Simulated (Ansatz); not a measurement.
Ansatz input file:

```yaml
crystal:
  lattice:
    - [3.9998, 0.0, 0.0]
    - [0.0, 3.9998, 0.0]
    - [0.0, 0.0, 4.018]
  atoms:
    - { symbol: Ba, position: [0.0, 0.0, 0.0] }
    - { symbol: Ti, position: [0.5, 0.5, 0.49] }
    - { symbol: O, position: [0.5, 0.5, 0.019] }
    - { symbol: O, position: [0.5, 0.0, 0.517] }
    - { symbol: O, position: [0.0, 0.5, 0.517] }
basis:
  ecutwfc: 420
kpoints:
  mp_grid: { grid: [8, 8, 8] }
hamiltonian:
  xc: pbe
  hubbard: { sites: [{ species: Ti, l: d, u_eff: 4.0 }] }
scf:
  occupations: { method: gaussian, width: 0.02 }
output:
  forces: true
  stress: true
  eigenvalues: true
  populations: true
```

Run as
```bash
ansatz run input.yaml --threads 2 --pin off --max-ram 5120MiB --backend cpu --events-out ev --progress --plain --runs-dir out
```

Level of theory: DFT PBE+U, scalar-relativistic, plane waves, PAW in Ansatz 0.2.0.

From the run's log, abridged (final results; tables in files aren't shown):

```
SCF 1 converged in 10 iterations: F = -10156.103556 eV  dr2 = 2.24e-9
SCF converged after 10 iterations
Free energy (F): -10156.103556 eV
Harris-Foulkes:  -10156.103556 eV  (|F-HF|=2.27e-9)
Internal energy: -10156.103556 eV  (E = F + TS)
E sigma→0 (E₀):  -10156.103556 eV
Fermi energy:    11.630974 eV
--- Per-component energies (eV) ---
  E_band       = -143.748437
  E_kinetic    = 970.208421
  E_local      = -2095.377704  (includes V_loc(G=0)·N_el)
  E_nonlocal   = 202.093330
  E_hartree    = 815.710168
  E_xc         = -491.911115
  E_vxc        = -546.705403  (∫ρ·V_xc dr)
  E_hubbard    = 3.362145  (on-site DFT+U / exact-exchange correction)
  E_vhub       = 2.340504  (the Hubbard potential's part of the band-sum identity)
  E_paw        = -6743.818317  (= ΣΔE_a)
  E_vpaw       = -307.734665  (= ΣTr[D̂ρ^β])
  E_aug_tail   = 0.007454  (compensation charges beyond the density's cutoff)
  E_ewald      = -2816.377938
  E_smearing   =  0.000000  (= −TS)
--- Forces (eV/Å), atoms counted from 1 ---
  atom   1  Ba     0.00000000     0.00000000     0.02840119
  atom   2  Ti     0.00000000     0.00000000     0.10010380
  atom   3  O      0.00000000     0.00000000     0.10976028
  atom   4  O      0.00000000     0.00000000    -0.11913778
  atom   5  O      0.00000000     0.00000000    -0.11913778
--- Stress (GPa, compression-positive) ---
        3.400014       0.000000       0.000000
        0.000000       3.400014       0.000000
        0.000000       0.000000       4.316366
  P = ⅓ Tr σ = 3.7055 GPa (37.055 kbar)
--- Band table (eV; the first three rows and the last of 75) ---
  k-point 0: bands = ["-47.1596", "-23.3558", "-23.3288", "-23.3288", "-14.2572", "-6.4577", "-5.7032", "-5.6415", "0.5434", "0.5434", "0.5453", "8.0389", "8.0564", "8.0564", "9.2337", "9.2337", "9.3071", "10.1660", "10.2049", "10.2049", "12.7818", "12.9278", "12.9278", "14.2556", "14.3426"]
  k-point 1: bands = ["-47.1595", "-23.3619", "-23.3286", "-23.3286", "-14.2404", "-6.4585", "-5.7092", "-5.6375", "0.5691", "0.5691", "0.6092", "7.7750", "8.0157", "8.0157", "9.0983", "9.0983", "9.1792", "9.8272", "10.1305", "10.1305", "12.7977", "13.1521", "13.1521", "14.2597", "14.7345"]
  k-point 2: bands = ["-47.1591", "-23.3768", "-23.3279", "-23.3279", "-14.1993", "-6.4990", "-5.6780", "-5.6278", "0.6329", "0.6329", "0.7620", "7.1689", "7.8837", "7.8837", "8.8581", "8.8581", "8.9003", "9.2035", "9.9619", "9.9619", "12.8370", "13.6470", "13.6470", "14.2679", "15.4721"]
  k-point 74: bands = ["-47.1574", "-23.3930", "-23.3680", "-23.3680", "-13.9914", "-5.6164", "-5.5284", "-5.5284", "-0.1307", "-0.1307", "-0.1059", "5.8151", "6.6425", "6.6783", "8.2209", "8.2209", "8.2574", "10.3943", "10.3943", "10.4802", "14.7957", "14.7957", "14.8169", "17.0024", "17.1793"]
Occupation matrices written to <dir>
--- Löwdin populations: 5 sites ---
  site symbol q [e]
     0     Ba      8.2299
     1     Ti     10.6246
     2      O      6.9087
     3      O      6.9298
     4      O      6.9298
  spilling = 0.009429 (of n_electrons = 40.000000)
```

The run converged.

The run took 9.2 s on 2 threads of Intel(R) Xeon(R) Platinum 8375C CPU @ 2.90GHz (Ice Lake) (shared host), peak memory 0.58 GiB.